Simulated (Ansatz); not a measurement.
Relax this structure to zero stress and force, keeping its symmetry:

Space group P6/mmm (No. 191). a = 5.383 Å, b = 5.383 Å, c = 4.392 Å, α = 90.00°, β = 90.00°, γ = 120.00°
```json
{"atom": "Sr", "site": "1a", "symmetry": "6/mmm", "x": "0.0000", "y": "0.0000", "z": "0.0000"}
{"atom": "Pd", "site": "2c", "symmetry": "-6m2", "x": "0.3333", "y": "0.6667", "z": "0.0000"}
{"atom": "Pd", "site": "3g", "symmetry": "mmm", "x": "0.5000", "y": "0.0000", "z": "0.5000"}
```

Method: DFT PBEsol, scalar-relativistic, plane waves, PAW in Ansatz.

Cutoff 420 eV; k points 12×12×8 on the computed 6-atom cell (Γ-centred); Gaussian smearing, width 0.10 eV; no spin polarisation.

What does it relax to?

The volume drops by 0.30 Å³/atom to 18.07 Å³/atom, and the energy falls by 2.1 meV/atom. Final structure:
```cif
data_structure
_symmetry_space_group_name_H-M 'P6/mmm'
_symmetry_Int_Tables_number 191
_cell_length_a 5.3623
_cell_length_b 5.3623
_cell_length_c 4.3547
_cell_angle_alpha 90.000
_cell_angle_beta 90.000
_cell_angle_gamma 120.000
_cell_volume 108.44
loop_
_atom_site_label
_atom_site_type_symbol
_atom_site_symmetry_multiplicity
_atom_site_Wyckoff_symbol
_atom_site_fract_x
_atom_site_fract_y
_atom_site_fract_z
_atom_site_occupancy
Sr1 Sr 1 a 0.00000 0.00000 0.00000 1
Pd1 Pd 2 c 0.33333 0.66667 0.00000 1
Pd2 Pd 3 g 0.50000 0.00000 0.50000 1
```

Cost: 1 run of about 2.9 core-minutes, on Arm Neoverse V1 (shared hosts).